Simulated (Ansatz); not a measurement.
Coordination and ⁹¹Zr quadrupole coupling in BaSrCeZrO₆

Cell: a computed structure from the Materials Project (it need not be an observed phase), taken as it stands.

Space group P-1 (No. 2); a = 6.0682, b = 6.0927, c = 8.5830 Å, α = 90.17°, β = 90.15°, γ = 90.23°.

```csv
site,Wyckoff,site symmetry,x,y,z
Ba,2i,1,0.5057,0.5240,0.2499
Sr,2i,1,0.9944,0.0310,0.2513
Ce5,1c,-1,0.0000,0.5000,0.0000
Ce6,1f,-1,0.5000,0.0000,0.5000
Zr7,1d,-1,0.5000,0.0000,0.0000
Zr8,1g,-1,0.0000,0.5000,0.5000
O9,2i,1,0.2212,0.2059,0.9535
O10,2i,1,0.2750,0.7114,0.5343
O13,2i,1,0.2902,0.7242,0.9639
O14,2i,1,0.2034,0.2185,0.5447
O17,2i,1,0.4133,0.9933,0.2422
O18,2i,1,0.0666,0.4648,0.2575
```

One atom of each set is listed.

All values are calculated (Ansatz; DFT, PBE, plane waves and PAW, scalar-relativistic, 420 eV cutoff, Γ-centred 4×4×3 k-points, Fermi–Dirac smearing 0.02 eV), not measured.

Q(⁹¹Zr) = -176.0 mb.

(1) Rank these Zr sites by |C_Q|, smallest first.
A. Zr8: 6 O at 2.12–2.15 Å
B. Zr7: 6 O at 2.13–2.15 Å

Results:

(1) B (10.4 MHz, η = 0.29), A (11.8 MHz, η = 0.31).

Like point charges on the first shell alone (each adding as 1/d³) would give the same order.

Without spin–orbit coupling (the program notes it for Zr) the gradients are little affected as a rule: paired runs on crystals with a gap mostly move them by under 2 % at such atoms.
